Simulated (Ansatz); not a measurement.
Al2Cu:
```
Al2Cu
1.0
    4.08845     0.00000     0.00000
    0.00000     4.08845     0.00000
    0.00000     0.00000     2.85142
Al Cu
2 1
Direct
  0.50000   0.00000   0.50000
  0.00000   0.50000   0.50000
  0.00000   0.00000   0.00000
```

Relaxed with r²SCAN. Special points in fractions of this cell's reciprocal vectors: Γ (0.000, 0.000, 0.000); X (0.000, 0.500, 0.000); M (0.500, 0.500, 0.000); Z (0.000, 0.000, 0.500); R (0.000, 0.500, 0.500); A (0.500, 0.500, 0.500).

### Question
List the band energies nearest the Fermi level at these points for DFT-r²SCAN in the program Ansatz with PAW potentials.

### Answer
In eV from the Fermi level; about four levels below and three above (degenerate sets whole), none deeper than 8.9 eV; points with the same levels are listed once.

```csv
k,below,above
Γ,-4.19 -4.19 -2.66 -2.66,0.10 1.00 6.65 6.65
X,-4.51 -4.22 -4.18 -1.27,1.64 1.92 2.16
M,-4.43 -4.21 -4.21 -2.54,8.98 8.98 10.09
Z,-5.28 -5.28 -4.99 -4.26 -3.09,2.67 2.78 2.78
R,-4.31 -3.31 -2.54 -1.67,3.99 4.13 4.69
A,-2.50 -2.50 -0.95 -0.84,0.23 0.23 2.71
```

Space group P4/mmm. The first step of the workflow began from a Materials Project structure, measured or hypothetical; the Crystallography Open Database copy checked does not list it. It is not the phase usual at ambient conditions (space group No. 140). The r²SCAN relaxation kept the symmetry of its start; whether a distortion lowers the energy is not shown. No spin polarisation was allowed.

Potentials: the later of the program's two PAW sets.
